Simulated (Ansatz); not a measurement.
Put BiAs in P6_3mc (No. 186): Bi on 2b and 2a; As on 2b and 2a. Recipe of this trial structure of BiAs: close-packed anion layers stacked ABCB, with sites between them filled layer by layer (elements of the layers in order: As As As As).

All numbers below come from DFT PBE, scalar-relativistic, plane waves, PAW in Ansatz 0.2.0. Cutoff 420 eV, Γ-centred mesh, Gaussian smearing, no spin polarisation.

Formation energies are uncorrected and refer to the elements' standard structures at the same level.

Problem. Which cell and coordinates does it relax to?

Solution.

Space group P6_3mc (No. 186). a = 5.058 Å, b = 5.058 Å, c = 12.539 Å, α = 90.00°, β = 90.00°, γ = 120.00°
| atom | site | symmetry | x | y | z |
| --- | --- | --- | --- | --- | --- |
| Bi | 2b | 3m. | 0.6667 | 0.3333 | 0.2063 |
| Bi | 2a | 3m. | 0.0000 | 0.0000 | 0.4546 |
| As | 2b | 3m. | 0.6667 | 0.3333 | 0.9811 |
| As | 2a | 3m. | 0.0000 | 0.0000 | 0.2312 |

Bi on its first site has 4 As at 2.82–2.94 Å; Bi on its second site has 4 As at 2.80–2.94 Å and 1 As at 3.47 Å; As on its first site is surrounded by 4 Bi at 2.82–2.94 Å; As on its second site has 4 Bi at 2.80–2.94 Å and 1 Bi at 3.47 Å. Another local minimum with the same sites may exist.

Problem. And its energy and gap?

Solution. The energy over the elements is +0.083 eV/atom. The gap on the 12×12×4 mesh of the 8-atom cell is 0.22 eV. The separate elements lie lower, so it is unstable against them.

The last run used Gaussian smearing of 0.01 eV. These runs have no spin–orbit coupling, which can matter for Bi. Kohn–Sham gaps at this level usually fall short of measured ones. The missing spin–orbit coupling can work the other way here. The reference form of As is held partly by dispersion forces, which this level lacks. Small gaps are read on the mesh alone, and bands can cross between its points. A structure relaxed within its symmetry needn't be a true minimum.
